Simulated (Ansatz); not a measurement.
KBr (rock salt), relaxed with HSE06 (Ansatz, an electronic-structure program, plane waves, PAW): a = b = c = 6.6658 Å, α = β = γ = 90.00°.

```
Item                  Result
--------------------  ------
gap (eV)                5.52
B₀ by P(V) fit (GPa)    14.2
```

Question: The same phase is relaxed and computed with PBE in the same code. What are the cell and these values now?

Answer: a = 6.7055 Å, b = 6.7055 Å, c = 6.7055 Å, α = 90.00°, β = 90.00°, γ = 90.00°.

gap (eV): 4.31
B₀ by P(V) fit (GPa): 13.5

All cells were relaxed under the symmetry of their starts (and spin orders); stability against distortions was not tested throughout. Scalar-relativistic: spin–orbit coupling is off unless named, which matters more the heavier the elements.

Potentials: the later of the program's two PAW sets.

Ansatz is a plane-wave DFT program.
